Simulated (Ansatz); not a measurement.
**From the elastic tensor of SnSe at 15 GPa (stress–strain coefficients) to moduli and sound speeds**

Theory: DFT LDA, scalar-relativistic, plane waves, PAW in Ansatz 0.2.0. Settings: 420 eV plane-wave cutoff, Γ-centred 12×12×12 mesh, fixed occupations. No spin polarisation.

The structure is cubic, space group Fm-3m (No. 225). Conventional cell: a = 5.564 Å, b = 5.564 Å, c = 5.564 Å, α = 90.00°, β = 90.00°, γ = 90.00°. Sn (site symmetry m-3m) has 6 Se at 2.78 Å as nearest neighbours. Around Se (site symmetry m-3m) lie 6 Sn at 2.78 Å.

Spin–orbit coupling is left out, which matters for heavy elements. Other phases may be more stable at this pressure. The bands were filled as in an insulator; under compression the gap may have closed between mesh points.

Relaxed-ion constants (GPa, on the Cartesian axes of the calculation):
```
307.8  23.9  23.9   0.0   0.0   0.0
 23.9 307.8  23.9   0.0   0.0   0.0
 23.9  23.9 307.8   0.0   0.0   0.0
  0.0   0.0   0.0  14.0   0.0   0.0
  0.0   0.0   0.0   0.0  14.0   0.0
  0.0   0.0   0.0   0.0   0.0  14.0
```

Density 7.622 g/cm³; 2 atoms in 43.07 Å³.

The values that follow are for a polycrystal of randomly turned grains, by Hill's mean where one number stands. In a crystal this anisotropic the Voigt and Reuss bounds lie far apart, so Hill's mean and the sound speeds and Debye temperature from it are rough.

With S = C⁻¹: B_V = (C11+C22+C33+2(C12+C13+C23))/9, G_V = (C11+C22+C33−C12−C13−C23+3(C44+C55+C66))/15, 1/B_R = S11+S22+S33+2(S12+S13+S23), 15/G_R = 4(S11+S22+S33−S12−S13−S23)+3(S44+S55+S66); Hill is their mean. Then v_l = √((B+4G/3)/ρ), v_t = √(G/ρ), v_m = [(2/v_t³+1/v_l³)/3]^(−1/3) and Θ = (ħ/k_B)·v_m·(6π²n/V)^(1/3) for n atoms in the volume V; E = 9BG/(3B+G), ν = (3B−2G)/(2(3B+G)) and A^U = 5G_V/G_R + B_V/B_R − 6.

| Property | Result |
| --- | --- |
| Bulk modulus, Voigt / Reuss / Hill | 118.5 / 118.5 / 118.5 GPa |
| Shear modulus, Voigt / Reuss / Hill | 65.2 / 21.9 / 43.5 GPa |
| Young's modulus | 116 GPa |
| Poisson ratio | 0.336 |
| Pugh ratio B/G | 2.72 |
| Universal anisotropy index | 9.87 |
| Longitudinal and transverse sound speeds | 4813 and 2390 m/s |
| Debye temperature from the mean sound speed | 287 K |

This rock-salt form isn't the usual stable structure of the compound at low pressure.

Cost: 1 run of about 0.53 core-minutes, on Intel Xeon 6975P-C (Granite Rapids) (shared hosts).